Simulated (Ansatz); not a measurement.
Total density of states per atom from LDA in the plane-wave PAW code Ansatz, in 0.25 eV bins, energy from the Fermi level:

(E (eV), states/eV/atom): (-7.85, 0.00); (-7.60, 0.00); (-7.35, 0.00); (-7.10, 0.00); (-6.85, 0.00); (-6.60, 0.00); (-6.35, 0.00); (-6.10, 0.01); (-5.85, 0.14); (-5.60, 0.24); (-5.35, 0.33); (-5.10, 0.40); (-4.85, 0.57); (-4.60, 0.84); (-4.35, 0.76); (-4.10, 0.71); (-3.85, 0.66); (-3.60, 0.63); (-3.35, 0.85); (-3.10, 0.84); (-2.85, 0.85); (-2.60, 0.97); (-2.35, 0.83); (-2.10, 0.77); (-1.85, 0.56); (-1.60, 0.62); (-1.35, 0.35); (-1.10, 0.24); (-0.85, 0.23); (-0.60, 0.46); (-0.35, 0.53); (-0.10, 0.58); (0.15, 0.61); (0.40, 0.62); (0.65, 0.62); (0.90, 0.58); (1.15, 0.56); (1.40, 0.56); (1.65, 0.56); (1.90, 0.58); (2.15, 0.62); (2.40, 0.74); (2.65, 0.79); (2.90, 0.86); (3.15, 0.81); (3.40, 0.71); (3.65, 0.75); (3.90, 0.61); (4.15, 0.66); (4.40, 0.56); (4.65, 0.54)

Question: Pick the material that matches.
(A) VBiO4, I4_1/a (V on 4b, Bi on 4a, O on 16f)
(B) TePb, zinc blende
(C) BiTe, R-3m (Bi on 3b, Te on 3a)
(D) Ga2BiAs, R3m (Ga on 3a, Ga on 3a, Bi on 3a, As on 3a)

Answer: C, BiTe, R-3m (Bi on 3b, Te on 3a). Within 0.5 eV of the Fermi level: Bi 6p 71 %, Te 5p 20 %, Te 5s 5 %. Projections are on Löwdin-orthogonalised atomic valence shells; empty p or d shells of many metals are not among them.

The workflow started from a Materials Project entry (that database holds measured and hypothetical structures alike); the Crystallography Open Database copy checked does not list it. COD files the formula under space group No. 164, 225. Its standing as an ambient phase is unchecked. Symmetry was held in the LDA relaxation; its stability against distortions is not shown here. With an odd number of electrons in the cell and no spin polarisation, the count alone makes it a metal. Spin–orbit coupling is left out wherever it is not named.

Potentials: the later of the program's two PAW sets.
